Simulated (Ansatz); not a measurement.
PbIBr:
```cif
data_Br4I4Pb4
_chemical_formula_sum 'Pb4 I4 Br4'
_space_group_name_H-M_alt 'Pnma'
_space_group_IT_number 62
_space_group_name_Hall '-P 2ac 2n'
_cell_length_a 8.76980
_cell_length_b 4.45849
_cell_length_c 10.62514
_cell_angle_alpha 90.000
_cell_angle_beta 90.000
_cell_angle_gamma 90.000
loop_
_atom_site_label
_atom_site_type_symbol
_atom_site_symmetry_multiplicity
_atom_site_Wyckoff_symbol
_atom_site_fract_x
_atom_site_fract_y
_atom_site_fract_z
_atom_site_occupancy
Pb1 Pb 4 c 0.34614 0.25000 0.34457 1
I1 I 4 c 0.00298 0.75000 0.32768 1
Br1 Br 4 c 0.15799 0.25000 0.05171 1
```

Relaxed at zero pressure with r²SCAN+D4 (plane waves, PAW; program Ansatz).

### Question
The volume is lowered by 9 % and shape and atoms relax at that volume. What pressure results, and how do the axes share the change?

### Answer
2.1 GPa; a -3.8 %, b -1.0 %, c -4.5 %; the energy rises by 18 meV/atom.

### Question
Give the new structure.

### Answer

Space group Pnma (No. 62); a = 8.4366 Å, b = 4.4152 Å, c = 10.1493 Å, α = β = γ = 90.00°

| atom | site | symmetry | x | y | z |
|---|---|---|---|---|---|
| Pb | 4c | .m. | 0.3150 | 0.2500 | 0.3484 |
| I | 4c | .m. | 0.0079 | 0.2500 | 0.6680 |
| Br | 4c | .m. | 0.1544 | 0.2500 | 0.0565 |

The phase is kept; no other phase was compared at this pressure.

The workflow started from a Materials Project entry (that database holds measured and hypothetical structures alike); the Crystallography Open Database copy checked does not list it. Whether it is the stable phase at ambient conditions was not checked. The cell was relaxed with r²SCAN+D4 under the symmetry of its start; its stability against distortions is not shown here. Scalar-relativistic: spin–orbit coupling is off unless named, which matters more the heavier the elements.

Potentials: the later of the program's two PAW sets.
